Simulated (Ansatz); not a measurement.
Simulated (Ansatz). Plane-wave DFT: natural occupations of the f shells on orthogonalised atomic orbitals at the end of the run, rising, by spin; atoms or cell relaxed as the task says.

```
cell
1.0
     5.5143    0.0000    4.3561
    -2.7571    4.7755    4.3561
    -2.7571   -4.7755    4.3561
Ag Al Eu
6 9 4
Direct
  0.0000 0.3333 0.6667
  0.3333 0.6667 0.0000
  0.6667 0.0000 0.3333
  0.3333 0.0000 0.6667
  0.6667 0.3333 0.0000
  0.0000 0.6667 0.3333
  0.5000 0.0000 0.0000
  0.8333 0.3333 0.3333
  0.1667 0.6667 0.6667
  0.6667 0.1667 0.6667
  0.9986 0.5012 0.9901
  0.3333 0.8333 0.3333
  0.3459 0.3273 0.8343
  0.6667 0.6667 0.1667
  0.0000 0.0000 0.5000
  0.9835 0.0177 0.0136
  0.3333 0.3333 0.3333
  0.6667 0.6667 0.6667
  0.1265 0.2459 0.9877
```

Starting moments (μB): Eu number 1 7.37, Eu number 2 7.37, Eu number 3 7.37, Eu number 4 6; others 0.

| quantity | value |
| --- | --- |
| cell charge | 0 e |
| spin | collinear |
| scf start | searched state |
| lower state search | off |
| functional | PBEsol |
| wave cutoff | 420 eV |
| k mesh | 3, 3, 3 |
| k shift | 0, 0, 0 mesh steps |
| gaussian smearing | 0.05 eV |
| task | relax atoms |

Problem. How are the f shells occupied at the end?

Solution. 

```tsv
shell atom	shell element	shell spin	shell occupation 1 (e)	shell occupation 2 (e)	shell occupation 3 (e)	shell occupation 4 (e)	shell occupation 5 (e)	shell occupation 6 (e)	shell occupation 7 (e)
16	Eu	up	0.95	0.95	0.96	0.96	0.96	0.97	0.98
16	Eu	down	0.01	0.01	0.01	0.01	0.01	0.01	0.01
17	Eu	up	0.96	0.96	0.96	0.96	0.96	0.97	0.99
17	Eu	down	0	0	0	0	0	0.01	0.01
18	Eu	up	0.96	0.96	0.96	0.96	0.96	0.97	0.99
18	Eu	down	0	0	0	0	0	0.01	0.01
19	Eu	up	0.95	0.95	0.96	0.96	0.96	0.97	0.98
19	Eu	down	0.01	0.01	0.01	0.01	0.01	0.01	0.01
```

Caveats: 4f shell without a U, which puts 4f levels too near the Fermi level; occupations loosely converged; open f or d shells may hold a state above the lowest; the supercell is small; state may not be the lowest.
